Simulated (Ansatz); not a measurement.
Computed properties of TaN

```
CELL_PARAMETERS angstrom
2.93800 0.00000 0.00000
-1.46900 2.54438 0.00000
0.00000 0.00000 2.88300
ATOMIC_POSITIONS crystal
Ta 0.33333 0.66667 0.50000
N 0.00000 0.00000 0.00000
```

Atom numbers follow the list: Ta1, N2.

The cell comes from COD entry 1538016, which wasn't checked; take it as a given geometry.

No spin–orbit coupling, which matters for the heavy atoms here.

All numbers are computed: DFT, LDA, all-electron LAPW, scalar-relativistic (Ansatz 0.2.0); DFT, LDA, PAW with Ansatz's default frozen-core files, scalar-relativistic (Ansatz 0.2.0).

For LAPW: a Γ-centred 12×12×10 k mesh, Fermi–Dirac smearing of 0.02 eV, basis error target 0.25 meV/atom, no spin polarisation. PAW takes a cutoff of 420 eV at this cell (files made with PBE, cores remade for this functional). The Ansatz runs share mesh, smearing and spin set-up. Values come from LAPW unless marked.

```yaml
Pressure_at_this_cell: -11.51 GPa
Löwdin_charges_with_0.08_e_of_the_cell_spilling_out_of_the_atomic_basis_so_their_sizes_and_signs_hang_on_that_basis: Ta1 0.73, N2 -0.65 e
Density_of_states_at_the_Fermi_level_0.2_eV_bin: 0.06 states/eV per cell
Bader_charges_from_the_PAW_run: Ta1 +1.56, N2 -1.56 e
Volume_per_atom: 10.78 Å³
```

**Question.** Band gap: what does the calculation give?

**Answer.** None at this level of theory (metallic, semimetallic, or a small gap that the functional closes).

**Question.** Give the computed value. Stress xx, yy, zz (compression positive).

**Answer.** -10.98, -10.98, -12.57 GPa.
